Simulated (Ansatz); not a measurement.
Relaxed candidate structures of SnTe:

A. Fm-3m (No. 225), cF8, rock salt type; a = 6.2887 Å, b = 6.2887 Å, c = 6.2887 Å, α = 90.00°, β = 90.00°, γ = 90.00°; Te 4a (0.000, 0.000, 0.000); Sn 4b (0.500, 0.500, 0.500)

B. F-43m (No. 216), cF8, zinc blende type; a = b = c = 7.082 Å, α = β = γ = 90.00°; Te 4c (0.250, 0.250, 0.250); Sn 4a (0.000, 0.000, 0.000)

Problem. Put the candidates in order of energy per atom, lowest first, for PBEsol (plane waves to 420 eV, PAW, scalar-relativistic; Ansatz, a program for electronic structure).

Solution. A (reference, the lowest among the structures calculated here), B (+0.36 eV/atom)

Each run could gain symmetry but not lose that of its start, so entries can be saddle points. From databases, or of a type measured for this composition: Fm-3m, cF8, rock salt type; the others are generated cells (placed on structure types, drawn at random, substituted or restacked) that were not matched to a known phase here. Energies are at zero temperature and pressure, without zero-point motion. Each cell has its own k-point mesh; energy differences are given only to the digits this allows. No spin polarisation in the result. Without spin-orbit coupling the bands of the heavy element are not split, so the gap can be far off.
